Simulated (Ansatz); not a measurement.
PbS (zinc blende, F-43m) at seven volumes, plane-wave PAW r²SCAN (Ansatz code), scaled uniformly. One row is withheld.

```csv
V (Å³/atom),P (GPa)
32.726,4.40
33.805,?
34.884,1.24
35.963,0.00
37.042,-1.07
38.121,-1.99
39.200,-2.77
```

**Question.** Fit the shown pressures and predict the withheld one.

**Answer.** P = (3/2)B₀(x^(7/2) − x^(5/2))[1 + (3/4)(B′ − 4)(x − 1)] with x = (V₀/V)^(2/3). Least squares on the six rows gives V₀ = 35.960 Å³/atom, B₀ = 38.4 GPa, B′ = 4.14. At V = 33.805, x = 1.0421 and P = 2.70 GPa. The run itself gave 2.70 GPa.

The start of the workflow was typed in or built on a structure type; neither database checked (COD, Materials Project) lists it. It is not the phase usual at ambient conditions (space group No. 225). Symmetry was held in the r²SCAN relaxation. At this level the phase is mechanically unstable. Spin–orbit coupling is left out wherever it is not named.

Potentials: the later of the program's two PAW sets.
